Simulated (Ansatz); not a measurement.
La2Ga7Au in space group P4mm (No. 99; Pearson symbol tP10), r²SCAN in the plane-wave PAW code Ansatz, all energies at zero smearing, with the estimated change up to a 700 eV cutoff added, with one set of potentials and settings (totals compare only within such a set). Cell of 10 atoms (2 La, 7 Ga, 1 Au): -52233.351 eV.

```
element                reference phase  E (eV/atom)
-------  -----------------------------  -----------
La       P6_3/mmc, 4 atoms in the cell   -6264.8722
Ga           Cmce, 4 atoms in the cell   -3790.2722
Au          Fm-3m, 1 atoms in the cell  -13165.1381
```

Formation energy per atom, worked out: (-52233.351 − 2×(-6264.8722) − 7×(-3790.2722) − 1×(-13165.1381))/10 = -0.656 eV/atom (-63 kJ per mol of atoms), at 0 K, without zero-point energy or fitted corrections.

The workflow started from a Materials Project entry (that database holds measured and hypothetical structures alike); the Crystallography Open Database copy checked does not list it. With Ga and Au taken as one species the cell has the higher symmetry I4/mmm, so it may be an ordered model of a mixed-site phase. Whether it is the stable phase at ambient conditions was not checked. Symmetry was held in the r²SCAN relaxation; whether a distortion lowers the energy is not shown. The references are the lowest solids computed at this level, not always the standard phases. Spin–orbit coupling is left out wherever it is not named.

Potentials: the earlier of the program's two PAW sets.
